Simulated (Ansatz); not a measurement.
Molecular dynamics on a 1×1×1 supercell (4 atoms) of SnC3 (ordering on diamond), relaxed with r2SCAN. Forces come from PBEsol in the plane-wave code Ansatz: Langevin thermostat and barostat (NPT), 600 K, steps of 1.5 fs. Classical nuclei, no spin polarisation; a few dozen steps show the first response, not equilibrium. The structure comes from a prototype and may be hypothetical.

```yaml
crystal:
  lattice:
    - [1.5669476268, 0.9046776341, 5.1713512521]
    - [-1.5669476268, 0.9046776341, 5.1713512521]
    - [0.0, -1.8093552682, 5.1713512521]
  atoms:
    - { symbol: C, position: [1.0142625339, 0.0142625339, 0.0142625339] }
    - { symbol: C, position: [0.4775486065, 0.4775486065, 0.4775486065] }
    - { symbol: C, position: [0.3833323659, 0.3833323659, 0.3833323659] }
    - { symbol: Sn, position: [0.8748564938, 0.8748564938, 0.8748564938] }
kpoints:
  mp_grid: { grid: [6, 6, 6] }
hamiltonian:
  xc: pbesol
scf:
  occupations: { method: fermi_dirac, width: 0.052 }
md:
  ensemble: npt_langevin
  temperature: 600
  timestep: 1.5
  n_steps: 30
  initial_velocities: maxwell_boltzmann
  seed: 3471
```

Command: `ansatz run input.yaml --threads 4 --pin off --max-ram 3686MiB --backend cpu --events-out ev --progress --plain --runs-dir out`.

Q: What wall time did it need on 4 threads of Arm Neoverse V1, on a shared host, load about 0.8 per core, and how much host memory at the peak?

A: About 69 s, with a peak of 0.53 GiB.

Q: How do temperature and energy develop?

A: The temperature starts at 450 K, is lowest at step 6 (165 K, 9 fs) and ends at 279 K. The thermostat hasn't had time to restore it. The atoms start on their lattice sites with kinetic energy alone, so much of it first passes into potential energy. The first value is 3/4 of the setting, since velocities are drawn without the motion of the centre of mass and T is counted over all atoms.
```tsv
step	t (fs)	T (K)	free energy F from step 0 (meV/atom)	kinetic energy (meV/atom)	pressure (GPa)	volume (Å³/atom)	largest force (eV/Å)
0	0	450	0.0	58.2	-2.13	11.00	0.26
1	1.5	359	1.0	46.4	-2.39	11.00	0.50
2	3	390	6.0	50.4	-2.37	10.99	0.86
3	4.5	333	14.8	43.0	-2.31	10.99	1.26
4	6	274	25.3	35.4	-2.11	10.97	1.57
5	7.5	236	34.2	30.5	-1.84	10.96	1.80
6	9	165	39.8	21.4	-1.55	10.95	1.88
7	10.5	200	41.7	25.9	-0.97	10.93	1.96
8	12	216	40.5	27.9	-0.39	10.91	2.02
9	13.5	229	37.5	29.6	0.10	10.90	2.03
10	15	221	33.9	28.6	0.63	10.88	2.00
11	16.5	270	29.8	35.0	1.24	10.87	1.90
12	18	313	26.4	40.5	1.68	10.87	1.70
13	19.5	366	24.9	47.3	1.84	10.87	1.52
14	21	416	25.1	53.7	1.64	10.89	1.88
15	22.5	481	25.8	62.2	1.02	10.92	2.05
16	24	586	26.5	75.8	0.15	10.96	2.01
17	25.5	555	27.9	71.7	-0.98	10.99	1.83
18	27	436	29.6	56.3	-2.28	11.03	1.51
19	28.5	508	31.5	65.6	-3.31	11.05	1.32
20	30	455	34.4	58.8	-4.35	11.07	1.37
21	31.5	377	38.2	48.8	-5.29	11.09	1.46
22	33	397	41.9	51.3	-6.02	11.11	1.59
23	34.5	309	45.5	40.0	-6.83	11.13	1.73
24	36	286	49.2	37.0	-7.50	11.16	1.86
25	37.5	213	51.7	27.5	-8.14	11.18	1.99
26	39	282	52.8	36.5	-8.49	11.21	2.10
27	40.5	321	52.3	41.6	-8.68	11.22	2.18
28	42	310	51.4	40.1	-8.71	11.23	2.22
29	43.5	314	51.1	40.6	-8.60	11.23	2.25
30	45	279	51.1	36.0	-8.53	11.23	2.24
```

Positions (Å) and forces (eV/Å) at step 30:
```
cell (Å): 1.578 0.911 5.208; -1.578 0.911 5.208; 0.000 -1.822 5.208
C    1.678   0.722   5.364     0.132   0.203   0.701
C   -0.021   0.058   7.383     0.553   0.081  -0.029
C    0.072   0.012   5.893    -0.452  -0.070   1.547
Sn   0.002   0.085  13.698    -0.233  -0.213  -2.219
```
